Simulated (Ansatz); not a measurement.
**SnO₂ (P4_2/mnm), clamped-ion strain scan**

These are results of DFT PBE, scalar-relativistic, plane waves, PAW (Ansatz 0.2.0), not measurements. The runs took a 420 eV cutoff, a Γ-centred 6×6×8 mesh and Gaussian smearing (0.05 eV). No spin polarisation. Energies are free energies at this smearing, counted from the undisturbed cell; pressure is positive in compression.

The undisturbed cell (relaxed at this level):

```yaml
crystal:
  lattice:
    - [4.82770, 0.00000, 0.00000]
    - [0.00000, 4.82770, 0.00000]
    - [0.00000, 0.00000, 3.23799]
  atoms:
    - { symbol: Sn, position: [0.00000, 0.00000, 0.00000] }
    - { symbol: Sn, position: [0.50000, 0.50000, 0.50000] }
    - { symbol: O, position: [0.30661, 0.30661, 0.00000] }
    - { symbol: O, position: [0.19339, 0.80661, 0.50000] }
    - { symbol: O, position: [0.69339, 0.69339, 0.00000] }
    - { symbol: O, position: [0.80661, 0.19339, 0.50000] }
```

The cell is strained by ε times the Voigt pattern (1, 1, 0, 0, 0, 0) (xx, yy, zz, yz, xz, xy; engineering shear) with fractional coordinates fixed.

```
      ε  ΔE (meV/atom) stress summed along the pattern (GPa, tension positive) pressure (GPa) gap on the mesh (eV)
-0.0600          121.8                                                   -60.52            27.6                  1.96
-0.0450           65.2                                                   -41.52            19.0                  1.60
-0.0300           27.6                                                   -25.34            11.6                  1.27
-0.0150            6.5                                                        ?               ?                  0.96
 0.0000            0.0                                                     0.01             0.0                  0.68
 0.0150            6.0                                                     9.79               ?                     ?
 0.0300           22.9                                                    17.97            -8.3                  0.21
 0.0450           49.1                                                    24.71           -11.3                  0.02
 0.0525           65.2                                                    27.60           -12.6                  0.06
 0.0600              ?                                                        ?           -13.9                  0.09
```

Question: Give the withheld values.

Answer: stress summed along the pattern (GPa, tension positive) at ε = -0.0150: -11.61; pressure (GPa) at ε = -0.0150: 5.3; pressure (GPa) at ε = 0.0150: -4.5; gap on the mesh (eV) at ε = 0.0150: 0.43; ΔE (meV/atom) at ε = 0.0600: 83.2; stress summed along the pattern (GPa, tension positive) at ε = 0.0600: 30.27.

Cost: 10 runs of about 1.3 core-minutes in all, on Arm Neoverse V1 (shared hosts).